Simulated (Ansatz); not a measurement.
Ansatz (a program for electronic structure) input:

Ansatz 0.2 input:
```yaml
crystal:
  lattice:
    - [5.8722641286, 4.9498024931, 0.0]
    - [-5.8722641286, 4.9498024931, 0.0]
    - [-4.5150206615, 0.0, 6.2043661544]
  atoms:
    - { symbol: Hf, position: [0.214106193, 0.214106193, 0.25] }
    - { symbol: Hf, position: [0.785893807, 0.785893807, 0.75] }
    - { symbol: Hf, position: [0.7763058948, 0.366037029, 0.3328290405] }
    - { symbol: Hf, position: [0.2236941052, 0.633962971, 0.6671709595] }
    - { symbol: Hf, position: [0.366037029, 0.7763058948, 0.1671709595] }
    - { symbol: Hf, position: [0.633962971, 0.2236941052, 0.8328290405] }
    - { symbol: F, position: [0.6823995382, 0.2585115079, 0.1060963603] }
    - { symbol: F, position: [0.3176004618, 0.7414884921, 0.8939036397] }
    - { symbol: F, position: [0.2585115079, 0.6823995382, 0.3939036397] }
    - { symbol: F, position: [0.7414884921, 0.3176004618, 0.6060963603] }
    - { symbol: F, position: [0.183904527, 0.4012501189, 0.9250297216] }
    - { symbol: F, position: [0.816095473, 0.5987498811, 0.0749702784] }
    - { symbol: F, position: [0.4012501189, 0.183904527, 0.5749702784] }
    - { symbol: F, position: [0.5987498811, 0.816095473, 0.4250297216] }
    - { symbol: F, position: [0.3934662715, 0.3934662715, 0.75] }
    - { symbol: F, position: [0.6065337285, 0.6065337285, 0.25] }
    - { symbol: F, position: [0.7393071759, 0.5022517898, 0.7829040817] }
    - { symbol: F, position: [0.2606928241, 0.4977482102, 0.2170959183] }
    - { symbol: F, position: [0.5022517898, 0.7393071759, 0.7170959183] }
    - { symbol: F, position: [0.4977482102, 0.2606928241, 0.2829040817] }
    - { symbol: F, position: [0.9702489493, 0.7234923141, 0.650263938] }
    - { symbol: F, position: [0.0297510507, 0.2765076859, 0.349736062] }
    - { symbol: F, position: [0.7234923141, 0.9702489493, 0.849736062] }
    - { symbol: F, position: [0.2765076859, 0.0297510507, 0.150263938] }
    - { symbol: F, position: [0.0, 0.5, 0.5] }
    - { symbol: F, position: [0.5, 0.0, 0.0] }
    - { symbol: F, position: [0.8283248422, 0.0632530694, 0.5440534732] }
    - { symbol: F, position: [0.1716751578, 0.9367469306, 0.4559465268] }
    - { symbol: F, position: [0.0632530694, 0.8283248422, 0.9559465268] }
    - { symbol: F, position: [0.9367469306, 0.1716751578, 0.0440534732] }
kpoints:
  mp_grid: { grid: [4, 4, 5] }
hamiltonian:
  xc: pbesol
  pseudopotentials: { azcp: { folder: ./paw }, kind: paw }
scf:
  occupations: { method: fixed }
dielectric: {}
```

Output (shortened):

```
Pseudopotential: Hf, paw, valence charge 26
Pseudopotential: F, paw, valence charge 7
Functional definition: PBEsol
Crystal: 30 atoms, lattice volume = 360.679 Å³
Basis set: ecut = 420 eV, 7051 PW (Γ), exchange–correlation on 108×108×108 points (8 copies of the dense FFT grid, shifted against one another)
Bands: 195, of which v1, the nominal top of the filled ones, is band 162 counted from 1 (161 counted from 0)
Symmetry: 4 space group operations
k-points: 42 of 80 (irreducible under 1 space group operation, time reversal used)
SCF iter   1: F=—  HF=-112903.135870 eV  |F-HF|=—  |Δ(HF+E_count)|=         —  Δρ=2.34e-1  dr2=2.13e2  ethr=3.10e-3  ⟨swp⟩=5.0  Hψ=26335  notcnv=0  defer=1270
preconditioner: auto → Resta (q_TF=auto, 2.680 Å⁻¹)
SCF iter   2: F=—  HF=-112857.513653 eV  |F-HF|=—  |Δ(HF+E_count)|=    4.56e1  Δρ=8.67e-2  dr2=1.70e1  ethr=3.10e-3  ⟨swp⟩=4.0  Hψ=21657  notcnv=0  defer=1265
SCF iter   3: F=—  HF=-112850.117963 eV  |F-HF|=—  |Δ(HF+E_count)|=    7.40e0  Δρ=3.50e-2  dr2=4.93e0  ethr=3.10e-3  ⟨swp⟩=2.0  Hψ=15175  notcnv=0  defer=1135
SCF iter   4: F=—  HF=-112848.858975 eV  |F-HF|=—  |Δ(HF+E_count)|=    1.26e0  Δρ=1.24e-2  dr2=6.80e-1  ethr=1.52e-3  ⟨swp⟩=2.1  Hψ=14111  notcnv=0  defer=1224
SCF iter   5: F=—  HF=-112848.844142 eV  |F-HF|=—  |Δ(HF+E_count)|=   1.48e-2  Δρ=5.48e-3  dr2=1.66e-1  ethr=2.10e-4  ⟨swp⟩=2.2  Hψ=13956  notcnv=0  defer=1300
SCF iter   6: F=—  HF=-112848.884621 eV  |F-HF|=—  |Δ(HF+E_count)|=   4.05e-2  Δρ=2.32e-3  dr2=2.32e-2  ethr=5.14e-5  ⟨swp⟩=3.0  Hψ=14035  notcnv=0  defer=1302
SCF iter   7: F=—  HF=-112848.890311 eV  |F-HF|=—  |Δ(HF+E_count)|=   5.69e-3  Δρ=1.08e-3  dr2=5.06e-3  ethr=7.15e-6  ⟨swp⟩=2.0  Hψ=15996  notcnv=0  defer=1302
SCF iter   8: F=—  HF=-112848.895704 eV  |F-HF|=—  |Δ(HF+E_count)|=   5.39e-3  Δρ=1.04e-3  dr2=2.89e-3  ethr=1.56e-6  ⟨swp⟩=2.0  Hψ=14069  notcnv=0  defer=1302
SCF iter  18: F=-112848.897517 eV  HF=-112848.897517 eV  |F-HF|=1.02e-10  |Δ(HF+E_count)|=  2.62e-10  Δρ=1.00e-7  dr2=4.09e-11  ethr=1.00e-12  ⟨swp⟩=10.1  Hψ=32278  notcnv=0
SCF 1 converged in 18 iterations: F = -112848.897517 eV  dr2 = 4.09e-11
NSCF: frozen V_eff on 8 k-points
DFPT response loops at Γ: preconditioner auto → none (the input reference at scf.mixing.eps_inf says where Resta's filter doesn't serve); β = 0.50 …
SCF converged after 18 iterations
Free energy (F): -112848.897517 eV
Harris-Foulkes:  -112848.897517 eV  (|F-HF|=1.02e-10)
Internal energy: -112848.897517 eV  (E = F + TS)
E sigma→0 (E₀):  -112848.897517 eV
Fermi energy:    5.349231 eV
--- Per-component energies (eV) ---
  E_band       = -2103.120309
  E_kinetic    = 7132.489036
  E_local      = -62217.782219  (includes V_loc(G=0)·N_el)
  E_nonlocal   = 2536.109643
  E_hartree    = 28216.984086
  E_xc         = -3390.498422
  E_vxc        = -3854.961626  (∫ρ·V_xc dr)
  E_paw        = -50227.668525  (= ΣΔE_a)
  E_vpaw       = -2132.959031  (= ΣTr[D̂ρ^β])
  E_aug_tail   = 0.015850  (compensation charges beyond the density's cutoff)
  E_ewald      = -34907.071928
  E_core_change = 8.524961  (= ΣΔE_core)
  E_smearing   =  0.000000  (= −TS)
  E_closure    =  0.000000  (closes the sum)
  Σ components = -112848.897517   (vs F -112848.897517, Δ=0.00e0)
  [band-id]    e_kinetic+e_local+e_nonlocal+2·e_hartree+e_vxc+e_vpaw+e_augmentation_tail = -2103.120174   (vs E_band -2103.120309, Δ=1.35e-4)
--- Band table (eV; the first three rows and the last of 42) ---
  k-point 0: bands = ["-54.4282", "-54.4281", "-54.4021", "-54.4013", "-54.4007", "-54.4005", "-23.4369", "-23.3918", "-23.3826", "-23.3804", "-23.3542", "-23.3332", "-23.2976", "-23.2826", "-23.2642", "-23.2409", "-23.1645", "-23.1512", "-23.1377", …
  k-point 1: bands = ["-54.4282", "-54.4281", "-54.4020", "-54.4012", "-54.4009", "-54.4005", "-23.4304", "-23.3941", "-23.3767", "-23.3645", "-23.3559", "-23.3215", "-23.2931", "-23.2558", "-23.2458", "-23.2388", "-23.2054", "-23.1572", "-23.1434", …
  k-point 2: bands = ["-54.4281", "-54.4281", "-54.4017", "-54.4012", "-54.4010", "-54.4007", "-23.4174", "-23.4040", "-23.3547", "-23.3500", "-23.3311", "-23.2954", "-23.2931", "-23.2482", "-23.2264", "-23.2200", "-23.2020", "-23.1982", "-23.1702", …
  k-point 41: bands = ["-54.4281", "-54.4281", "-54.4016", "-54.4013", "-54.4011", "-54.4006", "-23.4167", "-23.3967", "-23.3377", "-23.3327", "-23.2979", "-23.2920", "-23.2717", "-23.2683", "-23.2666", "-23.2328", "-23.2234", "-23.2004", "-23.1806", …
--- Dielectric response (ions clamped): 3 representative field directions + reference, on 42 of 80 k-points (Σ response iterations 33) ---
  ε∞ (high-frequency dielectric tensor):
        2.794394     0.000000    -0.085836
        0.000000     2.817735     0.000000
       -0.085836     0.000000     2.724824
  Born effective charges Z* (e; rows j = field, columns β = displacement):
    site 0:
         5.23773    0.00000   -0.07158
         0.00000    5.65116    0.00000
         0.05880    0.00000    5.05143
    site 1:
         5.23773    0.00000   -0.07158
         0.00000    5.65116    0.00000
         0.05880    0.00000    5.05143
    site 2:
         5.44351    0.23782   -0.41096
         0.23823    5.37875   -0.21114
        -0.47812   -0.16442    5.19544
    site 3:
         5.44351    0.23782   -0.41096
         0.23823    5.37875   -0.21114
        -0.47812   -0.16442    5.19544
    site 4:
         5.44351   -0.23782   -0.41096
        -0.23823    5.37875    0.21114
        -0.47812    0.16442    5.19544
    site 5:
         5.44351   -0.23782   -0.41096
        -0.23823    5.37875    0.21114
        -0.47812    0.16442    5.19544
    site 6:
        -1.27259    0.37455    0.81980
         0.33215   -0.88232   -0.44124
         0.88935   -0.54542   -1.80721
    site 7:
        -1.27259    0.37455    0.81980
         0.33215   -0.88232   -0.44124
         0.88935   -0.54542   -1.80721
    site 8:
        -1.27259   -0.37455    0.81980
        -0.33215   -0.88232    0.44124
         0.88935    0.54542   -1.80721
    site 9:
        -1.27259   -0.37455    0.81980
        -0.33215   -0.88232    0.44124
         0.88935    0.54542   -1.80721
    site 10:
        -0.67314   -0.07350    0.07554
        -0.08576   -1.19900    0.82176
         0.11001    0.86339   -2.05941
    site 11:
        -0.67314   -0.07350    0.07554
        -0.08576   -1.19900    0.82176
         0.11001    0.86339   -2.05941
    site 12:
        -0.67314    0.07350    0.07554
         0.08576   -1.19900   -0.82176
         0.11001   -0.86339   -2.05941
    site 13:
        -0.67314    0.07350    0.07554
         0.08576   -1.19900   -0.82176
         0.11001   -0.86339   -2.05941
    site 14:
        -2.46948    0.00000   -0.38303
         0.00000   -0.65136    0.00000
        -0.42152    0.00000   -0.77131
    site 15:
        -2.46948    0.00000   -0.38303
         0.00000   -0.65136    0.00000
        -0.42152    0.00000   -0.77131
    site 16:
        -1.14848    0.86728   -0.10106
         0.76789   -2.06837    0.15772
        -0.12925    0.21957   -0.69409
    site 17:
        -1.14848    0.86728   -0.10106
         0.76789   -2.06837    0.15772
        -0.12925    0.21957   -0.69409
    site 18:
        -1.14848   -0.86728   -0.10106
        -0.76789   -2.06837   -0.15772
        -0.12925   -0.21957   -0.69409
    site 19:
        -1.14848   -0.86728   -0.10106
        -0.76789   -2.06837   -0.15772
        -0.12925   -0.21957   -0.69409
    site 20:
        -2.43080   -0.66573    0.28026
        -0.76635   -0.91751    0.10938
         0.17899    0.05680   -0.71098
    site 21:
        -2.43080   -0.66573    0.28026
        -0.76635   -0.91751    0.10938
         0.17899    0.05680   -0.71098
    site 22:
        -2.43080    0.66573    0.28026
         0.76635   -0.91751   -0.10938
         0.17899   -0.05680   -0.71098
    site 23:
        -2.43080    0.66573    0.28026
         0.76635   -0.91751   -0.10938
         0.17899   -0.05680   -0.71098
    site 24:
        -0.65489    0.15201    0.12899
         0.19884   -2.34264   -1.00239
         0.17993   -1.03278   -1.22773
    site 25:
        -0.65489   -0.15201    0.12899
        -0.19884   -2.34264    1.00239
         0.17993    1.03278   -1.22773
    site 26:
        -0.97518    0.53263   -0.50076
         0.48388   -1.64013    0.88947
        -0.47959    0.92870   -1.44995
    site 27:
        -0.97518    0.53263   -0.50076
         0.48388   -1.64013    0.88947
        -0.47959    0.92870   -1.44995
    site 28:
        -0.97518   -0.53263   -0.50076
        -0.48388   -1.64013   -0.88947
        -0.47959   -0.92870   -1.44995
    site 29:
        -0.97518   -0.53263   -0.50076
        -0.48388   -1.64013   -0.88947
        -0.47959   -0.92870   -1.44995
  Z* charge neutrality: 6.240e-5 e pre-enforcement
  k-mesh period / interband length: 30.7 Å / 0.98 Å = 31.37 at k = (0.0000, 0.0000, 0.0000), direct gap 5.560 eV — 14 or more, which is no proof of convergence
```

Cost: around 90 core-minutes (rough) on shared cores.

Space group C2/c. The workflow started from a Materials Project entry (that database holds measured and hypothetical structures alike); the Crystallography Open Database files this formula in space group No. 15, but the cells were not matched. Its standing as an ambient phase is unchecked. The PBEsol relaxation kept the symmetry of its start; its stability against distortions is not shown here. The run is not spin-polarised. Scalar-relativistic: spin–orbit coupling is off unless named, which matters more the heavier the elements.

Potentials: the earlier of the program's two PAW sets. The files were generated under PBE; for other functionals the program regenerates the frozen cores, and for LDA and PBEsol the local potential too.

Ansatz is a plane-wave DFT program.
